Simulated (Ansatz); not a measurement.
The relaxed structure here is a generated cell of BeS: the first start was made by placing the elements on the sites of a structure type, and the end was not matched to a known phase here, so it may be hypothetical.

A relaxed structure of BeS. Space group R3m (No. 160), AFLOW prototype AB_hR6_160_3a_3a (as in SiC). Level of theory: r2SCAN (plane waves to 500 eV, PAW, scalar-relativistic; Ansatz, an electronic-structure program).

```cif
data_Be3S3
_chemical_formula_sum 'S3 Be3'
_space_group_name_H-M_alt 'P 1'
_space_group_IT_number 1
_cell_length_a 8.70084
_cell_length_b 8.70084
_cell_length_c 8.70084
_cell_angle_alpha 22.781
_cell_angle_beta 22.781
_cell_angle_gamma 22.781
loop_
_space_group_symop_operation_xyz
  'x, y, z'
loop_
_atom_site_label
_atom_site_type_symbol
_atom_site_fract_x
_atom_site_fract_y
_atom_site_fract_z
_atom_site_occupancy
S1 S 0.99974 0.99974 0.99974 1
S2 S 0.77768 0.77768 0.77768 1
S3 S 0.22236 0.22236 0.22236 1
Be1 Be 0.91683 0.91683 0.91683 1
Be2 Be 0.69433 0.69433 0.69433 1
Be3 Be 0.13906 0.13906 0.13906 1
```

Question: Estimate the band gap that r2SCAN returns for this input.

Answer: 4.12 eV, indirect (valence top at Γ, conduction bottom at L) (no spin-orbit coupling).

Question: What is the computed smallest direct gap (r2SCAN)?

Answer: 5.22 eV at L.

No spin polarisation in the result.

The run could not lose the symmetry of its start: the end is stationary, and may be a saddle point rather than a minimum.
